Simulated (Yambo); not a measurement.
NaScTl2F6 (space group Fm-3m, No. 225), G0W0@LDA (Yambo, plasmon pole, terminator in G, 2×2×2 mesh): gap X → X in eV by bands and screening block.

| bands (W and G) | 2 Ry | 3 Ry | 5 Ry | 6 Ry | 8 Ry |
|---|---|---|---|---|---|
| 85 | (withheld) | (withheld) | 7.30 | 7.27 | 7.25 |
| 127 | 7.41 | 7.27 | 7.20 | 7.17 | 7.17 |
| 181 | 7.35 | 7.23 | 7.17 | 7.16 | 7.17 |
| 250 | 7.33 | 7.19 | 7.14 | (withheld) | 7.15 |
| 322 | 7.31 | 7.17 | 7.12 | 7.12 | 7.14 |

Problem. Estimate the withheld gaps from their neighbours; the computed values follow.

Solution. 
- 85, 2 Ry: 7.57
- 85, 3 Ry: 7.40
- 250, 6 Ry: 7.13

The largest settings aren't shown to be the converged limit.

The standard potential for Tl keeps a d shell in the valence without the s and p states of that shell. In tests on such compounds this moved G0W0 gaps by up to about 0.9 eV, so absolute quasiparticle energies here are unreliable; differences between settings are what counts.

Spin-orbit coupling is not included.

Geometry of the Materials Project entry, not relaxed at this level; primitive cell a = b = c = 6.1882 Å, α = β = γ = 60.00°.

The structure is a Materials Project entry; no match was found in the copy of COD used, and its stability was not checked.
